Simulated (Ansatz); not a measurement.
# 5 guesses for IrF and where they end

Method: DFT PBE, scalar-relativistic, plane waves, PAW (Ansatz). All cells share a 420 eV cutoff and Γ-centred k meshes spaced at most about 0.3 Å⁻¹ (about 0.25 or finer for metals, 2π included). Collinear spin in cells that started with moments and kept them past the coarse steps, no spin elsewhere.

Each guess was relaxed in cell and atoms at zero pressure, within the symmetry of its start. All energies are static (0 K, no zero-point motion). Coordination counts F atoms around Ir (those within 1.25 times the shortest such distance or 1.15 times the sum of covalent radii; a plus sign parts nearer from farther groups; the shortest distance is added where it is long for a bond).

| guess | made from | start group | V start (Å³/atom) | end group | V end (Å³/atom) | coordination at the end | gap on mesh (eV) | largest moment (μB) | E over the lowest end (meV/atom) |
| --- | --- | --- | --- | --- | --- | --- | --- | --- | --- |
| 1 | HfAu type | P4/nmm | 12.4 | P4/nmm | 14.7 | Ir 4+1 from 2.5 Å | 0 | - | 174 |
| 2 | random cell | P6/mmm | 12.6 | P6/mmm | 12.8 | Ir 2 | 0 | - | 0 |
| 3 | NaCl type | Pm-3m | 10.4 | Pm-3m (caesium chloride) | 13.0 | Ir 8 from 2.6 Å | 0 | 1.5 | 1323 |
| 4 | HgPd type | P4/mmm | 10.9 | ? | ? | ? | ? | ? | ? |
| 5 | BiPb type | P-6m2 | 13.0 | P-6m2 | 12.6 | Ir 6 from 2.6 Å | 0 | 0.0 | 728 |

Guess 4 as it starts:

Space group P4/mmm (No. 123). a = 2.605 Å, b = 2.605 Å, c = 3.212 Å, α = 90.00°, β = 90.00°, γ = 90.00°
```json
{"atom": "Ir", "site": "1d", "symmetry": "4/mmm", "x": "0.5000", "y": "0.5000", "z": "0.5000"}
{"atom": "F", "site": "1a", "symmetry": "4/mmm", "x": "0.0000", "y": "0.0000", "z": "0.0000"}
```

**Question.** Predict the end of this guess and its energy over the lowest end.

**Answer.** It ends in space group P4/mmm (No. 123), with a = 2.530 Å, c = 4.035 Å, 12.9 Å³/atom and no gap, with moments up to 0.0 μB. It lies 0.97 eV/atom over the lowest end, above guess 5 and below guess 3. Counting F atoms around Ir, this end has Ir 8 from 2.7 Å and the lowest (guess 2) has Ir 2.

```
Ir F
1.0
     2.52952    0.00000    0.00000
     0.00000    2.52952    0.00000
     0.00000    0.00000    4.03459
Ir F
1 1
Cartesian
  1.2648 1.2648 2.0173
  0.0000 0.0000 0.0000
```

Energies over the elements count from the elements' standard structures at the same level (F₂ as a molecule), with no fitted energy shifts.

**Question.** Is the lowest end bound against the elements?

**Answer.** Yes: its formation energy is −0.42 eV/atom. Whether it is stable depends on the other phases of the system, which aren't compared here.

No dispersion correction is applied, so the spacing and binding between layers, chains or molecules are poorly described (P4/nmm), and this can change margins and order among such cells. These runs have no spin–orbit coupling, which can matter for Ir. The magnetic state reached may not be the lowest. Cells relaxed within their symmetry can be saddle points. A lower structure may well exist outside this small set. Some types were kept out of the candidates beforehand, so the set may lack a known form.
